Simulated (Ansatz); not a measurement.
NbAs:
Space group I4₁md (No. 109); a = 3.4171 Å, b = 3.4171 Å, c = 11.5311 Å, α = 90.00°, β = 90.00°, γ = 90.00°

| atom | site | symmetry | x | y | z |
|---|---|---|---|---|---|
| Nb | 4a | 2mm. | 0.0000 | 0.0000 | 0.7493 |
| As | 4a | 2mm. | 0.0000 | 0.0000 | 0.1677 |
(The calculation used a cell of 4 atoms; values per cell refer to that cell.)

Relaxed at zero pressure with the program Ansatz at the LDA level (PAW).

Q: The volume is lowered by 3 % and shape and atoms relax at that volume. What pressure results, and how do the axes share the change?

A: 6.0 GPa; a -0.8 %, b -0.8 %, c -1.4 %; the energy rises by 9 meV/atom.

Q: Give the new structure.

A: 
Space group I4₁md (No. 109); a = b = 3.3897 Å, c = 11.3665 Å, α = β = γ = 90.00°

| atom | site | symmetry | x | y | z |
|---|---|---|---|---|---|
| Nb | 4a | 2mm. | 0.0000 | 0.0000 | 0.7490 |
| As | 4a | 2mm. | 0.0000 | 0.0000 | 0.1680 |

The phase is kept; no other phase was compared at this pressure.

Space group I4_1md. The LDA relaxation kept the symmetry of its start. The run is not spin-polarised.

Potentials: the earlier of the program's two PAW sets. The files were generated under PBE; for other functionals the program regenerates the frozen cores, and for LDA and PBEsol the local potential too.
